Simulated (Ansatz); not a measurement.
Here is the system:

HfSi:
```xyz
2
Lattice="3.2756 0.0000 0.0000 0.0000 3.2756 0.0000 0.0000 0.0000 3.2756" Properties=species:S:1:pos:R:3 pbc="T T T"
Hf     0.0000     0.0000     0.0000
Si     1.6378     1.6378     1.6378
```

This is the r²SCAN-relaxed structure.

Task: All from DFT-r²SCAN in the program Ansatz with PAW potentials, unless another level is named. Estimate the electronic character.

Result: metallic (no gap).

Task: What about the density of states at the Fermi level?

Result: 1.1 states/eV per atom (mean over ±0.08 eV).

Task: What about the formation energy from the elements (no fitted shifts)?

Result: -0.19 eV/atom.

Task: Next, the gap with spin–orbit coupling?

Result: none (metallic).

Space group Pm-3m (CsCl type). The cell is a constructed one: a structure type filled with these elements; neither database checked (COD, Materials Project) lists it. COD files the formula under space group No. 62, so this cell is another polymorph or a model. Whether it is the stable phase at ambient conditions was not checked. The cell was relaxed with r²SCAN under the symmetry of its start. At this level the phase is mechanically unstable. No spin polarisation was allowed. The references are the lowest solids computed at this level, not always the standard phases. Scalar-relativistic: spin–orbit coupling is off unless named, which matters more the heavier the elements.

Potentials: the earlier of the program's two PAW sets.
